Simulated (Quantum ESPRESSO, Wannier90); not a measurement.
## Wannierisation of TiO2 (anatase)

Cell from Materials Project (mp-390), symmetrised, no further relaxation. COD (Crystallography Open Database) has the formula in 6 space groups, this one among them (matched by group alone). Computed values, not measurements, from PBEsol: Quantum ESPRESSO (norm-conserving PseudoDojo potentials, cutoff 68 Ry, no spin polarisation, no spin-orbit coupling) on a Γ-centred 8×8×8 mesh, then Wannier90. Density: 10×10×10 mesh, cold smearing 0.01 Ry.

The plane-wave run has 50 bands and 48 electrons a cell. On the energy scale of pw.x, whose zero is arbitrary, the valence-band maximum lies at 7.09 eV.

Input w.win, without the blocks of cell, atoms and k-points (512 lines):

```
num_bands = 38
num_wann = 22
exclude_bands = 1-12
num_iter = 1000
conv_tol = 1.0e-6
conv_window = 4
dis_num_iter = 1000
dis_conv_tol = 1.0e-6
dis_froz_max = 10.71
write_hr = true
write_u_matrices = true
begin projections
f=0.00616,0.00384,-0.00559: d
f=-0.24134,0.24075,0.49726: d
f=-0.03281,0.46516,-0.08622: p
f=0.21755,0.21392,0.41323: p
f=-0.20256,-0.20179,-0.41998: p
end projections
mp_grid = 8 8 8
```

**Question.** This input has a fault. Which, and what does the program do?

**Answer.** wannier90.x -pp stops with:
```
w90_readwrite_get_projections: too few projection functions defined
```
The projections block defines fewer trial orbitals than num_wann. Mended as below, all else unchanged, the run goes through (Ω_I = 14.9 Å²) and follows the plane-wave bands to 0.2 meV rms (states up to 3.1 eV relative to the valence-band maximum).
```
f=-0.45619,0.02899,0.08347: p
```
